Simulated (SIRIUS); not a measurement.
Set-up for a self-consistent single point of a (001) slab of Mg4Te3Se (cut from a parent of space group no. 115; 8 atoms in the cell).

```
CELL_PARAMETERS angstrom
      4.48738     0.00000     0.00000
      0.00000     4.48738     0.00000
      0.00000     0.00000    22.98860
ATOMIC_POSITIONS crystal
  Mg 0.50000 0.00000 0.37960
  Mg 0.00000 0.50000 0.26100
  Mg 0.46657 0.00000 0.66702
  Mg 0.00000 0.50000 0.52333
  Te 0.50000 0.50000 0.73900
  Te 0.50000 0.50000 0.45135
  Te 0.00000 0.00000 0.59518
  Se 0.00000 0.00000 0.32030
```

Level of theory: LDA (PW92), GBRV LDA ultrasoft pseudopotentials (plane waves; SIRIUS 7.12.0).

SIRIUS settings:

* **parameters.ngridk**: 3 3 1
* **parameters.xc_functionals**: [XC_LDA_X, XC_LDA_C_PW]
* **parameters.gk_cutoff**: 6.325 1/bohr
* **parameters.pw_cutoff**: 14.143 1/bohr
* **parameters.smearing**: fermi_dirac
* **parameters.smearing_width**: 0.00183747 Ha
* **potentials**: GBRV LDA ultrasoft pseudopotentials
* **parameters.electronic_structure_method**: pseudopotential
* **parameters.num_bands**: 38
* **parameters.num_mag_dims**: 0
* **parameters.num_dft_iter**: 100
* **parameters.energy_tol**: 1e-07 Ha
* **parameters.density_tol**: 1e-06
* **mixer.type**: anderson
* **mixer.beta**: 0.7
* **mixer.use_hartree**: false

Results:

- Number of valence electrons = 64
- Number of bands = 38
- Number of k-points after the program's reduction = 4
- Number of plane waves (most at a k-point) = 13377
- Number of SCF iterations = 53
- FFT grid = 45 × 45 × 200
- Free energy E − TS = -8481.3719 eV
- Pressure averaged over the cell with its vacuum = -1.03 GPa
- Largest force (vector length) = 0.783 eV/Å

Forces (eV/Å):
```csv
atom,Fx,Fy,Fz
Mg1,0.002,0.000,0.491
Mg2,0.001,0.000,0.421
Mg3,0.566,0.000,0.303
Mg4,0.016,0.000,0.347
Te5,-0.015,0.000,-0.178
Te6,0.008,0.000,-0.368
Te7,-0.577,0.000,-0.529
Se8,-0.001,0.000,-0.484
```

For comparison: a first run was changed to give this one (atom 3 moved by -0.15 angstrom along x), and from it to this one the free energy goes up by 5.2 meV/atom and the largest force goes from 0.493 to 0.783 eV/Å.

Spin-orbit coupling is left out, which matters for bands and gaps with elements this heavy. No dipole correction was used; where the two faces of such a cut differ, images can couple through a dipole. The bare cut can leave dangling bonds, and the run has no spin polarisation, so a lower magnetic or reconstructed surface may exist. No clean gap shows at this smearing width and mesh (spacing up to 0.47 Å⁻¹); the mesh is coarse for partly filled bands, so the values carry mesh errors. Semi-local functionals can close small gaps.

Cost on one core: very roughly 6 core-minutes.
